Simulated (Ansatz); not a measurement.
The elements of this relaxed trial crystal are hidden behind letters.

```
lattice vectors (Å)
   6.8820    0.0000    0.0000
  -3.4410    5.9599    0.0000
   0.0000    0.0000    3.8207
fractional positions
X 0.0000 0.5000 0.5000
X 0.5000 0.5000 0.5000
X 0.5000 0.0000 0.5000
Z 0.0000 0.0000 0.0000
Q 0.3333 0.6667 0.0000
Q 0.6667 0.3333 0.0000
```

Method: DFT PBE, scalar-relativistic, plane waves, PAW (Ansatz 0.2.0). Plane waves to 420 eV, a 6×6×10 mesh through Γ for the 6-atom cell and 0.10 eV Gaussian smearing; no spin polarisation.

* Space group: P6/mmm (No. 191)
* Conventional cell: a = 6.882 Å, c = 3.821 Å
* Volume per atom: 26.12 Å³
* Density: 5.05 g/cm³
* Formation energy: +0.26 eV/atom
* Gap on the 6×6×10 mesh of the 6-atom cell: 0 eV (a metal)

Energies are uncorrected and count from the elements' standard states at the same level.

Question: X is a p-block element of period 5, Z is a p-block element of period 4 and Q is a p-block element of period 3. Which elements are they?

Answer: X = In, Z = Ga, Q = P, so the formula is In3GaP2. Density times volume gives a mean mass of 5.05 × 26.12/1.6605 = 79.4 u per atom, and this set has 79.4 u. In has 4 P at 2.76 Å, 4 In at 3.44 Å, 2 In at 3.82 Å and 4 Ga at 3.94 Å; around Ga lie 2 Ga at 3.82 Å, 12 In at 3.94 Å and 6 P at 3.97 Å (long contacts); P is surrounded by 6 In at 2.76 Å, 5 P at 3.82–3.97 Å and 3 Ga at 3.97 Å. Other sets within the hints have nearly the same mass, so mass alone doesn't settle it; this one was computed.

A structure relaxed within its symmetry needn't be a true minimum. Another cell of In3GaP2 relaxed alike, in P-4m2, lies 165 meV/atom lower, so this cell isn't the stable form at this level.
